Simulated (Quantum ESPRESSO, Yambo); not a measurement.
# G0W0 results for CsO

```cif
data_Cs2O2
_chemical_formula_sum 'O2 Cs2'
_space_group_name_H-M_alt 'P 1'
_space_group_IT_number 1
_cell_length_a 5.33602
_cell_length_b 5.33602
_cell_length_c 5.33602
_cell_angle_alpha 132.848
_cell_angle_beta 106.906
_cell_angle_gamma 91.670
loop_
_space_group_symop_operation_xyz
  'x, y, z'
loop_
_atom_site_label
_atom_site_type_symbol
_atom_site_fract_x
_atom_site_fract_y
_atom_site_fract_z
_atom_site_occupancy
O1 O 0.61665 0.00000 0.61665 1
O2 O 0.38335 0.00000 0.38335 1
Cs1 Cs 0.25474 0.25474 0.00000 1
Cs2 Cs 0.74526 0.74526 0.00000 1
```

Cell and atoms were relaxed with PBEsol from Materials Project entry mp-7896, within its symmetry.

Starting point: PBEsol (pw.x of Quantum ESPRESSO, ONCV potentials, scalar-relativistic). G0W0 in Yambo: 4×4×4 Γ-centred k mesh, 110 bands and a 6 Ry block in the screening, 110 bands in G with the Bruneval-Gonze terminator, plasmon pole fitted at 27.2 eV.

- PBEsol gap along the band path: 1.72 eV
- PBEsol gap between the mesh's edge points (Γ → Γ): 1.87 eV
- G0W0 gap between the same points: 3.25 eV
- estimate of the fundamental G0W0 gap (path gap plus the correction; the mesh misses a band edge): 3.10 eV

```
k point             band  E PBEsol (eV)  E QP (eV)  shift (eV)     Z
------------------  ----  -------------  ---------  ----------  ----
Γ                     VB           0.00      -0.86       -0.86  0.78
Γ                     CB           1.87       2.39        0.52  0.86
(0, 0, -0.5)          VB          -0.77      -1.74       -0.97  0.78
(0, 0, -0.5)          CB           2.68       3.50        0.82  0.85
(0, -0.5, 0)          VB          -0.41      -1.34       -0.93  0.78
(0, -0.5, 0)          CB           2.81       3.31        0.50  0.86
(0, -0.5, -0.5)       VB          -0.49      -1.43       -0.94  0.78
(0, -0.5, -0.5)       CB           2.55       3.15        0.59  0.85
(0.25, 0.25, 0.25)    VB          -0.70      -1.65       -0.95  0.78
(0.25, 0.25, 0.25)    CB           3.20       4.23        1.03  0.84
(-0.5, -0.5, -0.5)    VB          -0.51      -1.41       -0.89  0.77
(-0.5, -0.5, -0.5)    CB           1.99       2.54        0.55  0.86
```

Energies count from the PBEsol valence-band maximum.

Convergence of the G0W0 settings was not tested.

The structure is a Materials Project entry; no match was found in the copy of COD used, and its stability was not checked.
